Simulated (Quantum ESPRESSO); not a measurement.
## Zn4TiRu2Mo (one run as intended and one with a planted mistake)

A calculation, not a measurement. The program is pw.x of Quantum ESPRESSO 7.5 (plane-wave density functional theory). The cell is made up: eight metal atoms on a hexagonal close-packed lattice, with elements, volume, strain and displacements drawn at random and not relaxed, so it may be unstable or far from any real phase. PseudoDojo standard norm-conserving files set the functional (PBE unless stated); there is no spin polarisation or spin-orbit coupling, the Fermi-Dirac width of 0.25 eV means electrons at about 2900 K, and the masses in the input are unused placeholders. A spin test at this wide smearing found no moment, but such smearing suppresses magnetism that the real alloy may have.

Intended input:

```
&control calculation='scf', pseudo_dir='./dojo.nc.sr.pbe.v0_5.standard.upf', outdir='./o', disk_io='minimal', tprnfor=.true., tstress=.true. /
&system ibrav=0, nat=8, ntyp=4, nbnd=83, ecutwfc=84.00895049, nosym=.true., tot_charge=0,
 occupations='smearing', smearing='fd', degauss=0.0183746611
/
&electrons conv_thr=1.470e-08, electron_maxstep=70, mixing_beta=0.5 /
ATOMIC_SPECIES
Mo 1.0 Mo.upf
Ru 1.0 Ru.upf
Ti 1.0 Ti.upf
Zn 1.0 Zn.upf
CELL_PARAMETERS angstrom
-2.7689 0.0021 -0.0332
-0.056 4.7149 -4.2983
-0.0488 -4.8003 -4.3921
ATOMIC_POSITIONS angstrom
Zn 0.1889 -0.0396 -0.0269
Ti -0.0861 1.4213 -2.1545
Ru -0.064 -0.1062 -4.3849
Ru -0.0395 1.7045 -6.3522
Zn -1.2815 -0.7316 -2.2331
Zn -1.3963 -2.5289 -4.3228
Zn -1.6029 -0.8931 -6.5669
Mo -1.4661 2.4169 -4.3531
K_POINTS automatic
8 4 4 1 1 1
```

The log is shortened where brackets say so; the opening notice, blank lines, dates and the lines on written files are dropped, and the path of the files is cut. It prints rydbergs, bohrs and kilobars, and counts compression as positive stress. Its total energy is the free energy E - TS of the whole cell.

Log of the intended run:

```
     Program PWSCF v.7.5
     Parallel version (MPI & OpenMP), running on       4 processor cores
     Number of MPI processes:                 4
     Threads/MPI process:                     1
     [start-up lines left out]
     bravais-lattice index     =            0
     lattice parameter (alat)  =       5.2328  a.u.
     unit-cell volume          =     772.3717 (a.u.)^3
     number of atoms/cell      =            8
     number of atomic types    =            4
     number of electrons       =       138.00
     number of Kohn-Sham states=           83
     kinetic-energy cutoff     =      84.0090  Ry
     charge density cutoff     =     336.0358  Ry
     scf convergence threshold =      1.5E-08
     mixing beta               =       0.5000
     number of iterations used =            8  plain     mixing
     Exchange-correlation= PBE
                           (   1   4   3   4   0   0   0)
     [axes and pseudopotential details left out]
   Cartesian axes
     site n.     atom                  positions (alat units)
         1        Zn     tau(   1) = (   0.0682171  -0.0143007  -0.0097143  )
         2        Ti     tau(   2) = (  -0.0310931   0.5132715  -0.7780507  )
         3        Ru     tau(   3) = (  -0.0231122  -0.0383518  -1.5835110  )
         4        Ru     tau(   4) = (  -0.0142646   0.6155430  -2.2939585  )
         5        Zn     tau(   5) = (  -0.4627858  -0.2642014  -0.8064354  )
         6        Zn     tau(   6) = (  -0.5042433  -0.9132571  -1.5610849  )
         7        Zn     tau(   7) = (  -0.5788524  -0.3225236  -2.3714927  )
         8        Mo     tau(   8) = (  -0.5294500   0.8728107  -1.5720271  )
     number of k points=    64  Fermi-Dirac smearing, width (Ry)=  0.0184
                       cart. coord. in units 2pi/alat
        k(    1) = (  -0.0615576   0.0007315  -0.0789246), wk =   0.0312500
        k(    2) = (  -0.0606654  -0.0712441  -0.1578878), wk =   0.0312500
     [further k points left out]
     Dense  grid:    80369 G-vectors     FFT dimensions: (  32,  72,  72)
     Estimated max dynamical RAM per process >     348.67 MB
     Estimated total dynamical RAM >       1.30 GB
     Initial potential from superposition of free atoms
     starting charge     137.9949, renormalised to     138.0000
     Starting wfcs are   80 randomized atomic wfcs +    3 random wfcs
     total cpu time spent up to now is       10.5 secs
     per-process dynamical memory:   281.1 Mb
     Self-consistent Calculation
     iteration #  1     ecut=    84.01 Ry     beta= 0.50
     Davidson diagonalization with overlap
     ethr =  1.00E-02,  avg # of iterations =  3.0
     total cpu time spent up to now is       37.4 secs
     total energy              =   -2333.71109390 Ry
     estimated scf accuracy    <       3.59114922 Ry
     iteration #  2     ecut=    84.01 Ry     beta= 0.50
     Davidson diagonalization with overlap
     ethr =  2.60E-03,  avg # of iterations =  5.2
     total cpu time spent up to now is       67.7 secs
     total energy              =   -2334.40648580 Ry
     estimated scf accuracy    <      27.05613531 Ry
     [iterations 3 to 14 left out]
     iteration # 15     ecut=    84.01 Ry     beta= 0.50
     Davidson diagonalization with overlap
     ethr =  1.33E-09,  avg # of iterations =  1.0
     total cpu time spent up to now is      372.2 secs
     total energy              =   -2335.88462967 Ry
     estimated scf accuracy    <       0.00000005 Ry
     iteration # 16     ecut=    84.01 Ry     beta= 0.50
     Davidson diagonalization with overlap
     ethr =  3.27E-11,  avg # of iterations =  2.0
     total cpu time spent up to now is      394.8 secs
     End of self-consistent calculation
     [lines on levels left out]
!    total energy              =   -2335.88462968 Ry
     estimated scf accuracy    <          5.8E-09 Ry
     smearing contrib. (-TS)   =      -0.10482962 Ry
     internal energy E=F+TS    =   -2335.77980005 Ry
     The total energy is F=E-TS. E is the sum of the following terms:
     one-electron contribution =   -1221.52883939 Ry
     hartree contribution      =     678.83766875 Ry
     xc contribution           =    -286.31740990 Ry
     ewald contribution        =   -1506.77121951 Ry
     convergence has been achieved in  16 iterations
     Forces acting on atoms (cartesian axes, Ry/au):
     atom    1 type  4   force =    -0.01400427    0.02996677    0.03225204
     atom    2 type  3   force =     0.01334581    0.06101201   -0.04468714
     atom    3 type  2   force =     0.00220313    0.03296371    0.01344871
     atom    4 type  2   force =    -0.00104064   -0.04460596   -0.02721763
     atom    5 type  4   force =    -0.02954451   -0.05558816   -0.01282299
     atom    6 type  4   force =    -0.00403099    0.01957137    0.00855499
     atom    7 type  4   force =     0.01645070    0.02527858    0.02278507
     atom    8 type  1   force =     0.01662077   -0.06859833    0.00768696
     Total force =     0.152005     Total SCF correction =     0.000651
     Computing stress (Cartesian axis) and pressure
          total   stress  (Ry/bohr**3)                   (kbar)     P=       78.20
   0.00057416  -0.00003114  -0.00011092           84.46       -4.58      -16.32
  -0.00003114   0.00040236  -0.00007733           -4.58       59.19      -11.38
  -0.00011092  -0.00007733   0.00061829          -16.32      -11.38       90.95
     init_run     :      9.79s CPU     10.19s WALL (       1 calls)
     electrons    :    376.11s CPU    384.37s WALL (       1 calls)
     forces       :      2.68s CPU      2.68s WALL (       1 calls)
     stress       :      9.73s CPU      9.74s WALL (       1 calls)
     [timing details left out]
     PWSCF        :   6m38.68s CPU   6m47.36s WALL
     JOB DONE.
```

A second run has one planted mistake: the cell and the positions are scaled by a wrong factor. The input lines that differ:

```
- -2.7689 0.0021 -0.0332
- -0.056 4.7149 -4.2983
- -0.0488 -4.8003 -4.3921
+ -2.8179 0.0021 -0.0338
+ -0.057 4.7984 -4.3744
+ -0.0497 -4.8853 -4.4698
- Zn 0.1889 -0.0396 -0.0269
- Ti -0.0861 1.4213 -2.1545
- Ru -0.064 -0.1062 -4.3849
- Ru -0.0395 1.7045 -6.3522
- Zn -1.2815 -0.7316 -2.2331
- Zn -1.3963 -2.5289 -4.3228
- Zn -1.6029 -0.8931 -6.5669
- Mo -1.4661 2.4169 -4.3531
+ Zn 0.1922 -0.0403 -0.0274
+ Ti -0.0876 1.4465 -2.1926
+ Ru -0.0651 -0.1081 -4.4625
+ Ru -0.0402 1.7347 -6.4646
+ Zn -1.3042 -0.7445 -2.2726
+ Zn -1.421 -2.5737 -4.3993
+ Zn -1.6313 -0.9089 -6.6831
+ Mo -1.492 2.4597 -4.4301
```

Its log:

```
     Program PWSCF v.7.5
     Parallel version (MPI & OpenMP), running on       4 processor cores
     Number of MPI processes:                 4
     Threads/MPI process:                     1
     [start-up lines left out]
     bravais-lattice index     =            0
     lattice parameter (alat)  =       5.3254  a.u.
     unit-cell volume          =     814.1170 (a.u.)^3
     number of atoms/cell      =            8
     number of atomic types    =            4
     number of electrons       =       138.00
     number of Kohn-Sham states=           83
     kinetic-energy cutoff     =      84.0090  Ry
     charge density cutoff     =     336.0358  Ry
     scf convergence threshold =      1.5E-08
     mixing beta               =       0.5000
     number of iterations used =            8  plain     mixing
     Exchange-correlation= PBE
                           (   1   4   3   4   0   0   0)
     [axes and pseudopotential details left out]
   Cartesian axes
     site n.     atom                  positions (alat units)
         1        Zn     tau(   1) = (   0.0682019  -0.0143004  -0.0097229  )
         2        Ti     tau(   2) = (  -0.0310847   0.5132885  -0.7780410  )
         3        Ru     tau(   3) = (  -0.0231006  -0.0383591  -1.5835118  )
         4        Ru     tau(   4) = (  -0.0142649   0.6155558  -2.2939541  )
         5        Zn     tau(   5) = (  -0.4627935  -0.2641848  -0.8064289  )
         6        Zn     tau(   6) = (  -0.5042398  -0.9132738  -1.5610853  )
         7        Zn     tau(   7) = (  -0.5788645  -0.3225219  -2.3714885  )
         8        Mo     tau(   8) = (  -0.5294341   0.8728210  -1.5720147  )
     number of k points=    64  Fermi-Dirac smearing, width (Ry)=  0.0184
                       cart. coord. in units 2pi/alat
        k(    1) = (  -0.0615573   0.0007311  -0.0789242), wk =   0.0312500
        k(    2) = (  -0.0606638  -0.0712441  -0.1578874), wk =   0.0312500
     [further k points left out]
     Dense  grid:    84735 G-vectors     FFT dimensions: (  32,  72,  75)
     Estimated max dynamical RAM per process >     366.99 MB
     Estimated total dynamical RAM >       1.37 GB
     Initial potential from superposition of free atoms
     starting charge     137.9949, renormalised to     138.0000
     Starting wfcs are   80 randomized atomic wfcs +    3 random wfcs
     total cpu time spent up to now is       10.0 secs
     per-process dynamical memory:   301.6 Mb
     Self-consistent Calculation
     iteration #  1     ecut=    84.01 Ry     beta= 0.50
     Davidson diagonalization with overlap
     ethr =  1.00E-02,  avg # of iterations =  3.0
     total cpu time spent up to now is       35.5 secs
     total energy              =   -2333.88358230 Ry
     estimated scf accuracy    <       3.33767539 Ry
     iteration #  2     ecut=    84.01 Ry     beta= 0.50
     Davidson diagonalization with overlap
     ethr =  2.42E-03,  avg # of iterations =  5.4
     total cpu time spent up to now is       65.8 secs
     total energy              =   -2334.51846837 Ry
     estimated scf accuracy    <      25.81447491 Ry
     [iterations 3 to 16 left out]
     iteration # 17     ecut=    84.01 Ry     beta= 0.50
     Davidson diagonalization with overlap
     ethr =  1.19E-11,  avg # of iterations =  2.0
     total cpu time spent up to now is      410.2 secs
     total energy              =   -2335.89426589 Ry
     estimated scf accuracy    <       0.00000005 Ry
     iteration # 18     ecut=    84.01 Ry     beta= 0.50
     Davidson diagonalization with overlap
     ethr =  1.19E-11,  avg # of iterations =  1.1
     total cpu time spent up to now is      430.9 secs
     End of self-consistent calculation
     [lines on levels left out]
!    total energy              =   -2335.89426589 Ry
     estimated scf accuracy    <          8.6E-10 Ry
     smearing contrib. (-TS)   =      -0.11115894 Ry
     internal energy E=F+TS    =   -2335.78310695 Ry
     The total energy is F=E-TS. E is the sum of the following terms:
     one-electron contribution =   -1263.54347588 Ry
     hartree contribution      =     694.33962092 Ry
     xc contribution           =    -286.01498755 Ry
     ewald contribution        =   -1480.56426444 Ry
     convergence has been achieved in  18 iterations
     Forces acting on atoms (cartesian axes, Ry/au):
     atom    1 type  4   force =    -0.01029695    0.02161818    0.02772706
     atom    2 type  3   force =     0.01232853    0.05269040   -0.04690956
     atom    3 type  2   force =     0.00163481    0.03766201    0.01235428
     atom    4 type  2   force =    -0.00065430   -0.03448478   -0.00866949
     atom    5 type  4   force =    -0.02559385   -0.05136608   -0.01403629
     atom    6 type  4   force =    -0.00412706    0.01814735    0.01066382
     atom    7 type  4   force =     0.01317393    0.02218296    0.02146526
     atom    8 type  1   force =     0.01353488   -0.06645005   -0.00259508
     Total force =     0.137811     Total SCF correction =     0.000241
     Computing stress (Cartesian axis) and pressure
          total   stress  (Ry/bohr**3)                   (kbar)     P=       -6.43
  -0.00000598  -0.00002194  -0.00008893           -0.88       -3.23      -13.08
  -0.00002194  -0.00013483  -0.00007369           -3.23      -19.83      -10.84
  -0.00008893  -0.00007369   0.00000962          -13.08      -10.84        1.42
     init_run     :      9.45s CPU      9.85s WALL (       1 calls)
     electrons    :    412.02s CPU    420.96s WALL (       1 calls)
     forces       :      2.98s CPU      2.98s WALL (       1 calls)
     stress       :     10.35s CPU     10.35s WALL (       1 calls)
     [timing details left out]
     PWSCF        :   7m14.94s CPU   7m24.40s WALL
     JOB DONE.
```

|  | intended run | run with the mistake |
| --- | --- | --- |
| free energy (eV) | -31781.329 | -31781.461 |
| entropy term -TS, part of it (eV) | -1.426 | -1.512 |
| pressure (GPa) | 7.82 | -0.64 |
| size of the largest force component (eV/Å) | 1.764 | 1.708 |
| largest change of a force component (eV/Å) |  | 0.477 |
| iterations | 16 | 18 |

For scale, a rerun of the intended cell at a higher cutoff and on a denser mesh moved values by no more than 0.003 eV in energy, 0.06 GPa in stress and 0.010 eV/Å in force, and a second program with other atomic files agreed on that cell to 2 % rms in force and 0.5 GPa in pressure.